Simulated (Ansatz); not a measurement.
Phonon dispersion of SnPb$_{2}$S$_{3}$

Level of theory: DFT PBE, scalar-relativistic, plane waves, PAW in Ansatz. Plane waves to 420 eV; Γ-centred k mesh 12×12×4; Gaussian smearing of 0.01 eV. No spin polarisation. Phonons by linear response, acoustic sum rule imposed.

The cell, relaxed at this level:
```yaml
crystal:
  lattice:
    - [4.21229, 0.00000, 0.00000]
    - [-2.10614, 3.64795, 0.00000]
    - [0.00000, 0.00000, 10.32185]
  atoms:
    - { symbol: Sn, position: [0.00000, 0.00000, 0.00000] }
    - { symbol: Pb, position: [0.66667, 0.33333, 0.33047] }
    - { symbol: Pb, position: [0.33333, 0.66667, 0.66953] }
    - { symbol: S, position: [0.33333, 0.66667, 0.15981] }
    - { symbol: S, position: [0.00000, 0.00000, 0.50000] }
    - { symbol: S, position: [0.66667, 0.33333, 0.84019] }
```

The structure comes from a generated guess, relaxed at this level; another structure or a mixture of phases may lie lower. Some empty bands missed the eigensolver's threshold. Spin–orbit coupling is left out, which matters for heavy elements. The q mesh is coarse, so values between its points are rough.

Force constants from linear response on a 2×2×1 q mesh.

**Question.** Is the structure dynamically stable on the q mesh?

**Answer.** No: at q = (0.000, 0.000, 0.000) a mode is imaginary, 37i cm⁻¹.

**Question.** Give the frequencies (cm⁻¹) at the zone-boundary points of high symmetry (interpolated where a point lies off the q mesh).

**Answer.**
```
point                  q                                                      frequencies
    M  0.500 0.000 0.000    32i 15 33 43 47 49 52 74 79 91 92 116 164 166 166 169 207 210
    K  0.333 0.333 0.000   32 32 34 65 65 67 76 85 85 134 134 136 155 155 155 165 172 172
    A  0.000 0.000 0.500   36i 15 15 15 15 54 54 66 88 88 100 105 105 139 149 194 194 253
    L  0.500 0.000 0.500  32 36 40 40 52 52 60 68 107 114 117 118 119 134 141 186 187 236
    H  0.333 0.333 0.500   38 38 45 56 59 59 81 87 87 138 138 142 144 150 150 169 174 174
```
